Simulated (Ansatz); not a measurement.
CdO (rock salt)

```
CELL_PARAMETERS angstrom
      0.00000     2.38417     2.38417
      2.38417     0.00000     2.38417
      2.38417     2.38417     0.00000
ATOMIC_POSITIONS crystal
  O  0.00000 0.00000 0.00000
  Cd 0.50000 0.50000 0.50000
```

E(V) scan at fixed shape, V₀ the volume above. Symmetry pins the atoms to their sites.

These are PBE (plane waves to 420 eV, PAW, scalar-relativistic; Ansatz, a first-principles code) values and carry that method's errors. k mesh 12×12×12 (Γ-centred), Fermi-Dirac smearing 0.05 eV. E stands for the smeared free energy. Stress and pressure are positive under compression. CdO was relaxed with its symmetry unable to fall. The PAW data are Ansatz's earlier set. The zero of ΔE is the relaxed starting cell. The last digit holds for this mesh only.

```json
[
 {"V (Å³/atom)": "11.384", "ΔE (meV/atom)": "190.3"},
 {"V (Å³/atom)": "11.818", "ΔE (meV/atom)": "113.4"},
 {"V (Å³/atom)": "12.251", "ΔE (meV/atom)": "59.5"},
 {"V (Å³/atom)": "12.685", "ΔE (meV/atom)": "24.7"},
 {"V (Å³/atom)": "13.119", "ΔE (meV/atom)": "5.8"},
 {"V (Å³/atom)": "13.552", "ΔE (meV/atom)": "0.0"},
 {"V (Å³/atom)": "13.986", "ΔE (meV/atom)": "5.1"},
 {"V (Å³/atom)": "14.420", "ΔE (meV/atom)": "19.3"},
 {"V (Å³/atom)": "14.853", "ΔE (meV/atom)": "41.1"},
 {"V (Å³/atom)": "15.287", "ΔE (meV/atom)": "withheld"},
 {"V (Å³/atom)": "15.721", "ΔE (meV/atom)": "102.2"}
]
```

**Question.** Fit a third-order Birch-Murnaghan form (E₀, V₀, B₀, B₀′ free) to the given rows and predict ΔE at V = 15.287.

**Answer.** Least squares on the 10 given rows: ΔE = E₀ + (9V₀B₀/16)·y²·[2 + (B₀′ − 4)y], y = (V₀/V)^(2/3) − 1, with V₀ = 13.553 Å³/atom, B₀ = 125.6 GPa (160.2 GPa = 1 eV/Å³; the term in eV is multiplied by 1000), B₀′ = 4.78, E₀ = 0.01 meV/atom; root-mean-square residual 0.07 meV/atom. At 15.287 the fit gives 69.0 meV/atom; the calculation gives 69.0 meV/atom, the same to the digits shown. For the pressure the fit gives -11.4 GPa against the computed -11.4 GPa.

(Under strain, the slope of the energy per volume gives the stress and its curvature an elastic modulus.)
